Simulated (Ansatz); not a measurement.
PtSe$_{2}$:
```
CELL_PARAMETERS angstrom
      3.65462     0.00000     0.00000
     -1.82731     3.16500     0.00000
      0.00000     0.00000    11.43823
ATOMIC_POSITIONS crystal
  Pt 0.33333 0.66667 0.25000
  Pt 0.66667 0.33333 0.75000
  Se 0.33333 0.66667 0.62081
  Se 0.66667 0.33333 0.12081
  Se 0.66667 0.33333 0.37919
  Se 0.33333 0.66667 0.87919
```

Relaxed with PBE. Special points in fractions of this cell's reciprocal vectors: Γ (0.000, 0.000, 0.000); M (0.500, 0.000, 0.000); K (0.333, 0.333, 0.000); A (0.000, 0.000, 0.500); L (0.500, 0.000, 0.500); H (0.333, 0.333, 0.500).

**Question.** List the band energies nearest the Fermi level at these points for the program Ansatz at the PBE level (PAW).

**Answer.** In eV from the Fermi level; about four levels below and three above (degenerate sets whole), none deeper than 8.9 eV; points with the same levels are listed once.

```json
[
 {"k": "Γ", "below": "-4.19 -4.19 -2.75 -2.69 -2.20", "above": "0.32 0.32 0.34"},
 {"k": "M", "below": "-2.06 -2.05 -1.78 -1.42", "above": "0.18 0.78 1.63"},
 {"k": "K", "below": "-2.94 -2.94 -0.88 -0.88 -0.26", "above": "1.05 1.10 1.10"},
 {"k": "A", "below": "-2.73 -2.73 -0.95 -0.95", "above": "0.35 0.35 0.35 0.35"},
 {"k": "L", "below": "-2.03 -2.03 -1.62 -1.62", "above": "0.90 0.90 1.21 1.21"},
 {"k": "H", "below": "-2.93 -2.93 -0.79 -0.79", "above": "0.31 0.31 0.84 0.84"}
]
```

Space group P6_3/mmc. A made-up cell: these elements were put on the sites of a structure type; neither database checked (COD, Materials Project) lists it. COD files the formula under space group No. 164, so this cell is another polymorph or a model. Its standing as an ambient phase is unchecked. The cell was relaxed with PBE under the symmetry of its start; its stability against distortions is not shown here. No spin polarisation was allowed. A crystal of weakly bound layers computed without a dispersion correction: the cell and the soft elastic constants depend strongly on that. Spin–orbit coupling is left out wherever it is not named.

Potentials: the later of the program's two PAW sets.
